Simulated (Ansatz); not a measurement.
Bi₂Te₃ under strain — Bi-209 NMR of the central transition

Cell: a structure deposited in the COD, relaxed with PBE at fixed cell and then changed (z compressed by 1 %, ions relaxed).

```
Bi Te
1.0
     2.19300    1.26613   10.06401
    -2.19300    1.26613   10.06401
     0.00000   -2.53226   10.06401
Bi Te
2 3
Direct
  0.40029 0.40029 0.40029
  0.59971 0.59971 0.59971
  0.00000 0.00000 0.00000
  0.20909 0.20909 0.20909
  0.79091 0.79091 0.79091
```

Sites (sets of like atoms) are named by element and the number of their first atom in this list.

Method: Kohn–Sham DFT in Ansatz, PBE, plane waves and PAW, scalar-relativistic, 420 eV cutoff, Γ-centred 12×12×12 k-points, Fermi–Dirac smearing 0.02 eV.

Bi-209 has I = 9/2 and Q = -516.0 mb (Pyykkö 2018); at 16.4 T its Larmor frequency is ν₀ = 114.2 MHz (from the bare nuclear moment; shielding lowers the observed one by a per cent or two). Only the quadrupole interaction is simulated: positions count from each site's isotropic chemical shift, and shift anisotropy, dipolar and J coupling are left out.

Question: Simulate the second-order pattern (static powder, Gaussian broadening 2 kHz) of site Bi (6 Te at 3.07–3.24 Å).

Answer: The calculation gives C_Q = -35.0 MHz and η = 0.00, so ν_Q = 1.46 MHz and the centre of gravity lies at -130 ppm (-14.9 kHz).

(offset (kHz), height): (-54.63, 0), (-52.38, 1), (-50.14, 66), (-47.89, 100), (-45.65, 61), (-43.40, 48), (-41.16, 41), (-38.91, 37), (-36.66, 34), (-34.42, 32), (-32.17, 30), (-29.93, 29), (-27.68, 28), (-25.44, 27), (-23.19, 26), (-20.95, 25), (-18.70, 25), (-16.45, 24), (-14.21, 24), (-11.96, 24), (-9.72, 24), (-7.47, 24), (-5.23, 23), (-2.98, 24), (-0.74, 23), (1.51, 19), (3.76, 19), (6.00, 19), (8.25, 20), (10.49, 21), (12.74, 23), (14.98, 24), (17.23, 26), (19.47, 29), (21.72, 34), (23.97, 43), (26.21, 71), (28.46, 47), (30.70, 1), (32.95, 0)

An axis of threefold or higher order runs through Bi, so V_zz lies along it and η is zero.

Spin–orbit coupling is left out, which shifts gradients on Bi by a few per cent in wide-gap crystals, and can shift them far more where the calculated gap is small or absent, as here. Newer work puts Q(²⁰⁹Bi) near −420 mb, which would lower these couplings by about a fifth. With a gap of 0.3 eV on this mesh, the gradients can still move by some per cent as the k-mesh gets denser.

The relaxation (3 steps) took 3.7 min of wall time (3.7 min of CPU time) and 1.5 GiB at its peak, on 1 thread of Intel Xeon Platinum 8259CL CPU @ 2.50GHz (Skylake/Cascade Lake) (x86_64; 16 cores open to the job, memory cap 3.0 GiB, no GPU), a shared host with a load of 0.4 a core.
